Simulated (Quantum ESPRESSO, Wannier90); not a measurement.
# Tight-binding from DFT: CsGeI₃ (Cm)

```
begin unit_cell_cart
ang
    4.3533650000   -4.2241850000    0.0000000000
    4.3533650000    4.2241850000    0.0000000000
   -0.3242650000    0.0000000000    6.1194950000
end unit_cell_cart
begin atoms_frac
Cs  -0.0890100000 -0.0890100000 -0.4133900000
Ge   0.3726500000  0.3726500000  0.1341400000
I    0.4116200000  0.4116200000 -0.4192300000
I   -0.0800700000  0.4088100000  0.0932400000
I    0.4088100000 -0.0800700000  0.0932400000
end atoms_frac
```

Cell from Materials Project (mp-28377), symmetrised, no further relaxation. Not found in the COD (Crystallography Open Database) copy used, which has the formula in other groups; not checked further. The atoms lie within 0.1 Å of the higher space group R3m. Computed values, not measurements, from PBEsol: Quantum ESPRESSO (norm-conserving PseudoDojo potentials, cutoff 63 Ry, no spin polarisation, no spin-orbit coupling) on a Γ-centred 6×6×6 mesh, then Wannier90. Density: 6×6×6 mesh, cold smearing 0.01 Ry. Spin-orbit coupling is left out although heavy elements are present.

Bands 7 form an isolated set from -12.89 to -12.44 eV relative to the valence-band maximum (on the path) and are turned into 1 Wannier function by minimising the spread from the start: SCDM (isolated).

Centres (Cartesian, Å; one of the equivalent choices) and spreads:

```csv
n,x,y,z,spread (Å²),nearest atom
1,2.402,0.000,1.471,7.248,Ge2
```

Ω_I = 7.14 Å², Ω_total = 7.25 Å²; the interpolated bands follow pw.x to 0.4 meV rms on the path.
